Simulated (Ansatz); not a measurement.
ZnS (zinc blende)

```xyz
4
Lattice="0.0000 5.4434 5.4434 2.7217 0.0000 2.7217 2.7217 2.7217 0.0000" Properties=species:S:1:pos:R:3 pbc="T T T"
S      4.0826     4.0826     4.0826
S      4.0826     6.8043     6.8043
Zn     0.0000     0.0000     0.0000
Zn     2.7217     5.4434     2.7217
```

A phonon eigenvector at L = (0.5, 0.0, 0.0) is frozen into this cell: atom i moves by Q times the vector below, so Q is the largest atomic displacement, in Å. The cell is held. It is one choice among 2 degenerate patterns. (q is in reciprocal vectors of the primitive cell; the cell shown is doubled to hold the pattern.)

```json
[
 {"atom": "S1", "x": "-0.285", "y": "0.520", "z": "-0.805"},
 {"atom": "S2", "x": "0.285", "y": "-0.520", "z": "0.805"},
 {"atom": "Zn3", "x": "-0.112", "y": "0.204", "z": "-0.316"},
 {"atom": "Zn4", "x": "0.112", "y": "-0.204", "z": "0.316"}
]
```

Level of theory: PBE (plane waves to 420 eV, PAW, scalar-relativistic; Ansatz, a first-principles code). k mesh 5×10×10 (Γ-centred), Fermi-Dirac smearing 0.05 eV. Energies are smeared free energies. ZnS was relaxed with its symmetry unable to fall. ΔE is measured from the undisplaced structure.

| Q (Å) | ΔE (meV/cell) |
|---|---|
| -0.180 | 392 |
| -0.150 | 269 |
| -0.120 | withheld |
| -0.090 | 95 |
| -0.060 | 42 |
| -0.030 | 10 |
| 0.000 | 0 |
| 0.030 | 10 |
| 0.060 | 42 |
| 0.090 | 95 |
| 0.120 | withheld |
| 0.150 | 269 |
| 0.180 | 392 |

### Question
Fit an even polynomial form (powers 2, 4) to the given rows and predict ΔE at Q = -0.120.

### Answer
Least squares on the 11 given rows: ΔE = (11610)·Q² + (15060)·Q⁴, in meV/cell with Q in Å; root-mean-square residual 0.2 meV/cell. At -0.120 the fit gives 170 meV/cell; the calculation gives 170 meV/cell, the same to the digits shown. The quadratic term alone would give 167 meV/cell.

(For displaced atoms, the force is minus the slope of the energy, and its curvature is a force constant, which sets phonon frequencies.)
